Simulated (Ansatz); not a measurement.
# Bi$_{2}$S$_{3}$, first-principles data

Bi2S3:
```xyz
5
Lattice="4.0565 0.0000 0.0000 -2.0283 3.5130 0.0000 0.0000 0.0000 10.4061" Properties=species:S:1:pos:R:3 pbc="T T T"
Bi     0.0000     2.3420     1.8788
Bi     2.0283     1.1710     8.5273
S      0.0000     0.0000     0.0000
S      0.0000     2.3420     7.0922
S      2.0283     1.1710     3.3139
```

Space group P-3m1 (No. 164), La2O3 or Ni2Al3 type; conventional cell a = b = 4.057 Å, c = 10.406 Å, α = β = 90.00°, γ = 120.00°.

Method: the program Ansatz at the PBE level (PAW). The cell and atoms are relaxed at this level. Other levels are named where they apply.

Cell and energy:

- Volume per atom: 29.66 Å³
- Density: 5.76 g/cm³
- Formation energy from the elements (no fitted shifts): -0.36 eV/atom

Electronic structure:

* **Band gap**: 1.05 eV (indirect)
* **Valence-band maximum**: off the standard path, at k = (-0.010, 0.203, 0.391) in fractions of the reciprocal vectors
* **Conduction-band minimum**: at Γ
* **Smallest direct gap on the standard path**: 1.21 eV
* **Electron effective mass**: 0.15 along x (mₑ)

A made-up cell: these elements were put on the sites of a structure type; neither database checked (COD, Materials Project) lists it. COD files the formula under space group No. 62. Its standing as an ambient phase is unchecked. Symmetry was held in the PBE relaxation; its stability against distortions is not shown here. The references are the lowest solids computed at this level, not always the standard phases. Scalar-relativistic: spin–orbit coupling is off unless named, which matters more the heavier the elements.

Potentials: the earlier of the program's two PAW sets.
